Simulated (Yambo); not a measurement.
```xyz
2
Lattice="0.0000 3.2003 3.2003 3.2003 0.0000 3.2003 3.2003 3.2003 0.0000" Properties=species:S:1:pos:R:3 pbc="T T T"
Na     0.0000     0.0000     0.0000
I      3.2003     3.2003     3.2003
```

NaI (rock salt, space group Fm-3m, No. 225): mean Im ε in 1 eV windows above the direct gap of 5.25 eV, for different electron-hole kernels (Yambo, broadening 0.15 eV, PBEsol (Quantum ESPRESSO, PseudoDojo norm-conserving, 88 Ry, with spin-orbit coupling) bands; 6×6×6 mesh, 6 valence and 6 conduction bands, static screening with 64 bands and a 4 Ry block, scissor 2.01 eV, Tamm-Dancoff; field along x).

```json
[
 {"window (eV)": "5.3 to 6.3", "independent quasiparticles": "0.7", "RPA (no attraction)": "0.6", "BSE": "5.1"},
 {"window (eV)": "6.3 to 7.3", "independent quasiparticles": "2.3", "RPA (no attraction)": "1.7", "BSE": "5.7"},
 {"window (eV)": "7.3 to 8.3", "independent quasiparticles": "6.5", "RPA (no attraction)": "4.8", "BSE": "4.1"},
 {"window (eV)": "8.3 to 9.3", "independent quasiparticles": "6.0", "RPA (no attraction)": "3.4", "BSE": "4.3"}
]
```

This run doesn't resolve bound excitons or single peaks, so only averages are given, and they too depend on the mesh; weight that the attraction moves below the gap isn't listed. All transitions below 9.56 eV are in the band window. The scissor comes from a G0W0 run whose convergence isn't established.

Geometry relaxed with PBEsol.
